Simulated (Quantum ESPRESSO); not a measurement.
## Zn3Se2Cl2 (a curve over one atom's position)

Simulated, not a measurement. The program is pw.x of Quantum ESPRESSO 7.5 (plane-wave density functional theory). The cell is made up: 7 atoms on a wurtzite lattice with one site empty, with randomly drawn elements, strain and displacements, not relaxed. PseudoDojo standard norm-conserving files (v0.5 for PBE, v0.4.1 for LDA and PBEsol) set the functional; there is no spin polarisation, spin-orbit coupling or dispersion term, and the masses in the input are unused placeholders.

Seven runs move atom 2 (Zn, counted in the order of the input) along z and keep all else fixed.

Input of the run at +0.0043:

```
&control calculation='scf', pseudo_dir='./dojo.nc.sr.pbe.v0_5.standard.upf', outdir='./o', disk_io='medium', tprnfor=.true., tstress=.true. /
&system ibrav=0, nat=7, ntyp=3, nbnd=59, ecutwfc=85.99341389, nosym=.true., tot_charge=0,
 occupations='smearing', smearing='fd', degauss=0.0018374661
/
&electrons conv_thr=7.350e-09, electron_maxstep=60, /
ATOMIC_SPECIES
Cl 1.0 Cl.upf
Se 1.0 Se.upf
Zn 1.0 Zn.upf
CELL_PARAMETERS angstrom
3.8781 0.0 0.0
0.0 6.7171 0.0
0.0 0.0 6.3329
ATOMIC_POSITIONS angstrom
Zn 1.9398 3.3447 0.0038
Zn 1.9174 1.1248 3.1638
Zn 0.0119 4.5149 3.1651
Se -0.0278 0.0133 2.3633
Se 1.9248 3.363 2.3935
Cl 1.9655 1.1201 5.5491
Cl 0.0157 4.4925 5.5664
K_POINTS automatic
5 4 4 1 1 1
```

```
shift of atom 2 along z (Å)  free energy less that of the input shown (eV)  Fx on atom 2 (eV/Å)  Fy on atom 2 (eV/Å)  Fz on atom 2 (eV/Å)  pressure (GPa)  next band up at Gamma (eV)  iterations
                    -0.0863                                         0.0477               -0.064               -0.769                0.708            3.80                       1.154          10
                    -0.0666                                         0.0344               -0.062               -0.774                0.637            3.75                       1.125          10
                    +0.0043                                         0.0000               -0.057               -0.795                0.317            3.59                       1.014          10
                    +0.0229                                        -0.0050               -0.056               -0.801                0.215            3.56                       0.984          10
                    +0.0526                                        -0.0087               -0.055               -0.811                0.035            3.52                       0.936          10
                    +0.1121                                         0.0015               -0.055               -0.830               -0.398            3.48                       0.837          10
                    +0.1299                                         0.0100               -0.055               -0.836               -0.549            3.48                       0.807          10
```

A cubic fit gives dFz/dz = -5.16 eV/Å² at zero shift. Across the table the free energy follows the integral of the force to within 0.1 meV. A rerun of one of the cells at 1467 eV and a 7 x 6 x 6 mesh moved values by no more than 0.007 eV in energy, 0.06 GPa in stress and 0.003 eV/Å in force. The band column is the level of band 54 at Gamma less that of band 53, whose number is half the electron count, rounded up; it comes from a band step after each run.